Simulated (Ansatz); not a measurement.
CaZrN2 in space group Pna2_1 (No. 33; Ca on 4a, Zr on 4a, N on 4a, N on 4a), r²SCAN (plane waves, PAW; program Ansatz), all energies at zero smearing, with the estimated change up to a 700 eV cutoff added, with one set of potentials and settings (totals compare only within such a set). Cell of 16 atoms (4 Ca, 4 Zr, 8 N): -27171.982 eV.

```csv
element,reference phase,E (eV/atom)
Ca,"Fm-3m, 1 atoms in the cell",-1821.6743
Zr,"P6_3/mmc, 2 atoms in the cell",-4195.0547
N,"Pa-3, 8 atoms in the cell",-384.8341
```

Formation energy per atom, worked out: (-27171.982 − 4×(-1821.6743) − 4×(-4195.0547) − 8×(-384.8341))/16 = -1.650 eV/atom (-159 kJ per mol of atoms), at 0 K, without zero-point energy or fitted corrections.

The start of the workflow was typed in or built on a structure type; neither database checked (COD, Materials Project) lists it. Its standing as an ambient phase is unchecked. The cell was relaxed with r²SCAN under the symmetry of its start; whether a distortion lowers the energy is not shown. The run is not spin-polarised. The references are the lowest solids computed at this level, not always the standard phases (solids in place of the gases).

Potentials: the earlier of the program's two PAW sets. The files were generated under PBE; for other functionals the program regenerates the frozen cores, and for LDA and PBEsol the local potential too.
